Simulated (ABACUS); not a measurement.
Set-up for a self-consistent single point of TePb2S (P1, 4 atoms in the cell; from Materials Project mp-1217286, changed as shown).

```xyz
4
Lattice="4.3725 0.0000 0.0000 0.0000 4.3725 0.0000 0.0000 0.0000 6.2061" Properties=species:S:1:pos:R:3 pbc="T T T"
Te     2.2182     2.1737     0.0294
Pb    -0.0258     0.0392    -0.0648
Pb     2.2105     2.1607     3.1011
S     -0.0304    -0.0011     3.1403
```

All values come from this method and carry its errors: LDA (PW92), numerical atomic orbitals TZDP (confined pseudo-atomic orbitals with Gaussian additions; energy shift 0.01 Ry), PseudoDojo 0.4 standard norm-conserving LDA (tails mended) pseudopotentials (ABACUS).

ABACUS settings:

basis: TZDP numerical atomic orbitals, energy shift 0.01 Ry
KPT: Gamma 8 8 6 0 0 0
basis_type: lcao
dft_functional: PWLDA
ecutwfc: 100 Ry
smearing_method: fd
smearing_sigma: 0.00367493 Ry
potentials: PseudoDojo 0.4 standard norm-conserving LDA (tails mended)
symmetry: 1
symmetry_prec: 1e-05
ks_solver: genelpa
scf_nmax: 100
scf_thr: 1.0e-07
mixing_type: pulay

**Question.** Estimate, at this level of theory: gap on the k-point mesh, pressure and largest force (vector length).

**Answer.** The run gave:

- Gap on the k-point mesh: 0.20 eV
- Pressure: -1.26 GPa
- Largest force (vector length): 0.248 eV/Å

Gaps are taken between levels on the mesh.

For comparison: a first run was changed to give this one (atoms moved at random), and from it to this one the free energy stays essentially unchanged (within 1 meV/atom), the pressure goes from -1.41 to -1.26 GPa and the largest force goes from under 0.1 to 0.25 eV/Å.

Spin-orbit coupling is left out, which matters for bands and gaps with elements this heavy. The atom-centred basis is finite, which shifts total energies, pressures, gaps and forces against plane waves. The structure comes from a collection of computed structures, made at another level of theory; the collection holds predicted forms beside known ones. Its lattice was then scaled.

Cost on one core: around 60 core-seconds (rough).

The atomic orbitals were generated for these runs; they are not ABACUS's published sets and were checked against plane waves on a few crystals only.

“Tails mended”: in these copies of the files the far tail of each local potential was reset to the Coulomb form.
